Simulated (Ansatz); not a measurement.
Run record: Cu

We look at Cu: an experimental structure (space group Fm-3m), with 1 atom per cell. Source: COD entry 9011604; it may be a high-temperature, high-pressure or metastable form.

Level of theory: DFT, PBE, PAW, plane waves, scalar-relativistic (Ansatz).

The input:

```yaml
crystal:
  lattice:
    - [0.0, 1.7985, 1.7985]
    - [1.7985, 0.0, 1.7985]
    - [1.7985, 1.7985, 0.0]
  atoms:
    - { symbol: Cu, position: [0.0, 0.0, 0.0] }
hamiltonian:
  xc: pbe
  pseudopotentials: { kind: paw }
basis:
  ecutwfc: 420
kpoints:
  mp_grid: { grid: [11, 11, 11] }
scf:
  occupations: { method: fermi_dirac, width: 0.05 }
  lower_state_search: "off"
  algorithm: density_mixing
  max_iter: 100
  mixing: { algorithm: broyden, beta: 0.5, preconditioner: local_kerker }
output:
  forces: true
  stress: true
```

Command:
```sh
ansatz run input.yaml --threads 2 --pin off --max-ram 5120MiB --backend cpu --events-out ev --progress --plain --runs-dir out
```

Program output, abridged:

```
Pseudopotentials: kind: paw
Pseudopotential: Cu, paw, valence charge 19, recommended cutoff 420 eV (normal), Cu.paw.azcp
Functional definition: PBE
Crystal: 1 atoms, lattice volume = 11.635 Å³
Basis set: ecut = 420 eV, 259 PW (Γ), exchange–correlation on 36×36×36 points (8 copies of the dense FFT grid, shifted against one another)
Bands: 14, of which v1, the nominal top of the filled ones, is band 10 counted from 1 (9 counted from 0)
Symmetry: 48 space group operations
Space group: Fm-3m (ITA 225), of the structure as read, at distance tolerance 2.3e-5 Å
k-points: 56 of 1331
Non-local potential: Cu, projectors of the file, l = 0: 3, l = 1: 2, l = 2: 3, l = 3: 1
Initial density: superposition of atomic densities (neutral atoms: chi_scale 0, normalization atom), corrected by the library's trained network
Initial wavefunctions: pseudopotential atomic-orbital guess
Functional: x = pbe(κ = 0.804, μ = 0.2195149727645171), c = pbe(β = 0.06672455060314922)
SCF iter   1: F=—  HF=-6625.176591 eV  |F-HF|=—  |Δ(HF+E_count)|=         —  Δρ=7.43e-4  dr2=1.46e-5  ethr=1.77e-3  ⟨swp⟩=5.7  Hψ=3964  notcnv=0
SCF iter   2: F=—  HF=-6625.176722 eV  |F-HF|=—  |Δ(HF+E_count)|=   1.31e-4  Δρ=4.44e-4  dr2=7.05e-6  ethr=7.70e-8  ⟨swp⟩=3.2  Hψ=2043  notcnv=0  κ⁻¹=1.0e0(r=1)
SCF iter   3: F=—  HF=-6625.176740 eV  |F-HF|=—  |Δ(HF+E_count)|=   1.85e-5  Δρ=4.34e-4  dr2=1.06e-5  ethr=3.71e-8  ⟨swp⟩=2.1  Hψ=1106  notcnv=0  κ⁻¹=5.0e-2(r=2)
SCF iter   4: F=—  HF=-6625.176738 eV  |F-HF|=—  |Δ(HF+E_count)|=   2.62e-6  Δρ=1.62e-4  dr2=1.38e-6  ethr=3.71e-8  ⟨swp⟩=2.0  Hψ=1021  notcnv=0  κ⁻¹=6.3e-4(r=3)
SCF iter   5: F=—  HF=-6625.176737 eV  |F-HF|=—  |Δ(HF+E_count)|=   1.88e-7  Δρ=2.14e-5  dr2=2.83e-8  ethr=5.26e-10  ⟨swp⟩=3.1  Hψ=3090  notcnv=0  κ⁻¹=8.4e-6(r=4)
SCF iter   6: F=—  HF=-6625.176737 eV  |F-HF|=—  |Δ(HF+E_count)|=   1.07e-8  Δρ=4.39e-5  dr2=1.23e-7  ethr=1.49e-10  ⟨swp⟩=4.0  Hψ=2489  notcnv=0  κ⁻¹=4.4e-7(r=5)
SCF iter   7: F=-6625.176737 eV  HF=-6625.176737 eV  |F-HF|=2.79e-9  |Δ(HF+E_count)|=   3.34e-8  Δρ=8.94e-6  dr2=4.59e-9  ethr=1.49e-10  ⟨swp⟩=2.1  Hψ=2764  notcnv=0
SCF 1 converged in 7 iterations: F = -6625.176737 eV  dr2 = 4.59e-9
  greatest PAW one-centre occupation: 1.000 electrons in one spin orbital (limit 2), on the Cu atom at site 0 (counted from 0), in its partial waves of l = 0
SCF converged after 7 iterations
Stability not checked: this state was not tested for a lower state beside it, because the mixer in use, unlike msr1, does not test its closes by its own steps (another_mixer; see scf.mixing.algorithm and scf.lower_state_search)
Free energy (F): -6625.176737 eV
Harris-Foulkes:  -6625.176737 eV  (|F-HF|=2.79e-9)
Internal energy: -6625.175259 eV  (E = F + TS)
E sigma→0 (E₀):  -6625.175998 eV
Entropy (-TS):   -0.001479 eV (-1.479 meV/atom)
Fermi energy:    17.174215 eV
--- Per-component energies (eV) ---
  E_band       = -354.039795
  E_kinetic    = 300.132723
  E_local      = -4022.549652  (includes V_loc(G=0)·N_el)
  E_nonlocal   = 389.532556
  E_hartree    = 1772.958913
  E_xc         = -89.731150
  E_vxc        = -115.809753  (∫ρ·V_xc dr)
  E_paw        = -1662.569193  (= ΣΔE_a)
  E_vpaw       = -451.257957  (= ΣTr[D̂ρ^β])
  E_aug_tail   = 0.000257  (compensation charges beyond the density's cutoff)
  E_ewald      = -3312.949712
  E_smearing   = -0.001479  (= −TS)
  E_closure    = -0.000000  (closes the sum)
  Σ components = -6625.176737   (vs F -6625.176737, Δ=0.00e0)
--- Forces (eV/Å), atoms counted from 1 ---
  atom   1  Cu    -0.00000000     0.00000000     0.00000000
  max |Σ_I F_I| component: 3.29e-32 eV/Å
--- Stress (GPa, compression-positive) ---
        3.841400       0.000000       0.000000
        0.000000       3.841400       0.000000
       -0.000000       0.000000       3.841400
  P = ⅓ Tr σ = 3.8414 GPa (38.414 kbar)
```

The run took 0.25 s on 2 threads of AMD EPYC 9R45 (Zen 5) (shared host), peak memory 0.28 GiB.
